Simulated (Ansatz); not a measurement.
Starting structure, clean slab, lower planes held (Os, P6_3/mmc (No. 194), (0 0 1) face):

```xyz
16
Lattice="5.4699 0.0000 0.0000 -2.7350 4.7371 0.0000 0.0000 0.0000 22.4902" Properties=species:S:1:pos:R:3 pbc="T T T"
Os    1.3675    0.7895    8.0000
Os    0.0000    3.1581    8.0000
Os    4.1024    0.7895    8.0000
Os    2.7350    3.1581    8.0000
Os    0.0000    1.5790   10.1634
Os   -1.3675    3.9476   10.1634
Os    2.7350    1.5790   10.1634
Os    1.3675    3.9476   10.1634
Os    1.3675    0.7895   12.3268
Os    0.0000    3.1581   12.3268
Os    4.1024    0.7895   12.3268
Os    2.7350    3.1581   12.3268
Os    0.0000    1.5790   14.4902
Os   -1.3675    3.9476   14.4902
Os    2.7350    1.5790   14.4902
Os    1.3675    3.9476   14.4902
```

Theory: DFT PBE+D3(BJ), scalar-relativistic, plane waves, PAW (Ansatz 0.2.0). Cutoff 420 eV; k points 4×4×1 on the computed 16-atom cell (Γ-centred); Gaussian smearing, width 0.10 eV; no spin polarisation. A dipole correction removes the field between periodic images along c.

Atoms 1, 2, 3, 4, 5, 6, 7, 8 (counted from 1) are held. The cell is fixed. Force threshold 0.03 eV/Å.

(1) Where does it end?

Spin–orbit coupling is left out, which can shift energies with elements as heavy as these.

Results:

(1) The energy falls by 0.096 eV in 4 steps, to:

```
CELL_PARAMETERS angstrom
5.46992 0.00000 0.00000
-2.73496 4.73709 0.00000
0.00000 0.00000 22.49025
ATOMIC_POSITIONS crystal
Os 0.33333 0.16667 0.35571
Os 0.33333 0.66667 0.35571
Os 0.83333 0.16667 0.35571
Os 0.83333 0.66667 0.35571
Os 0.16667 0.33333 0.45190
Os 0.16667 0.83333 0.45190
Os 0.66667 0.33333 0.45190
Os 0.66667 0.83333 0.45190
Os 0.33333 0.16667 0.54879
Os 0.33333 0.66667 0.54879
Os 0.83333 0.16667 0.54879
Os 0.83333 0.66667 0.54879
Os 0.16667 0.33333 0.64228
Os 0.16667 0.83333 0.64228
Os 0.66667 0.33333 0.64228
Os 0.66667 0.83333 0.64228
```